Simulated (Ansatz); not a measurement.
This run works on a generated trial structure, not on a known crystal.

Input and command of a plane-wave DFT calculation in Ansatz:

```yaml
crystal:
  lattice:
    - [0.0, 4.33121693, 4.33121693]
    - [4.33121693, 0.0, 4.33121693]
    - [4.33121693, 4.33121693, 0.0]
  atoms:
    - { symbol: Si, position: [0.0, 0.0, 0.0] }
    - { symbol: Sn, position: [0.25, 0.25, 0.25] }
    - { symbol: Sn, position: [0.12615657, 0.62461448, 0.62461448] }
    - { symbol: Sn, position: [0.62461448, 0.62461448, 0.62461448] }
    - { symbol: Sn, position: [0.62461448, 0.62461448, 0.12615657] }
    - { symbol: Sn, position: [0.62461448, 0.12615657, 0.62461448] }
basis:
  ecutwfc: 420
kpoints:
  mp_grid: { grid: [8, 8, 8] }
hamiltonian:
  xc: pbe
scf:
  occupations: { method: gaussian, width: 0.1 }
output:
  forces: true
  stress: true
  eigenvalues: true
relax:
  adjacent_minimum: "off"
  f_tol: 0.01
  max_steps: 80
  cell: { stress_tol: 0.05 }
```

```bash
ansatz run input.yaml --threads 1 --pin off --max-ram 2560MiB --backend cpu --events-out ev --progress --plain --runs-dir out
```

Processor: Arm Neoverse V2, 1 thread, on a host shared with other jobs.

Problem. How long does it run, and how much memory does it take?

Solution. About 68 s, peak memory 0.47 GiB. It solves 45 bands at 29 k points (after reduction by symmetry) with about 3287 plane waves (on the last cell), in 22 SCF iterations over 4 ionic steps.
